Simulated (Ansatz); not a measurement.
One crystal and one scan (energy against volume) at two levels, PBE (plane waves to 420 eV, PAW, scalar-relativistic; Ansatz, a quantum-chemistry and plane-wave program) and r2SCAN (plane waves to 500 eV, PAW, scalar-relativistic; Ansatz), each from its own relaxed cell and on its own mesh.

The crystal is CsCl (CsCl type); the cell is scaled evenly about its relaxed volume V₀.

The energy includes the smearing's −TS. CsCl was relaxed with its symmetry unable to fall. Both scans cover V/V₀ from 0.840 to 1.160.

```csv
quantity,run 1,run 2
Lattice constant a (Å),4.140,4.205
"Band gap of the relaxed cell, no spin-orbit coupling (eV)",5.91,5.01
Pressure at the smallest volume (GPa),5.01,3.93
Energy cost of the largest compression (meV/atom),74.3,61.3
Energy cost of the largest expansion (meV/atom),38.1,31.4
Bulk modulus B₀ (third-order Birch-Murnaghan fit) (GPa),18.3,14.4
Pressure for 5 % compression (fit) (GPa),1.1,0.8
```

**Question.** Which run is which level?

**Answer.** Run 2 is PBE, run 1 is r2SCAN. PBE gives the higher value for: lattice constant a. PBE gives the lower value for: band gap of the relaxed cell, no spin-orbit coupling; pressure at the smallest volume; energy cost of the largest compression; energy cost of the largest expansion; bulk modulus B₀; pressure for 5 % compression.

(Under strain, the slope of the energy per volume gives the stress and its curvature an elastic modulus.)
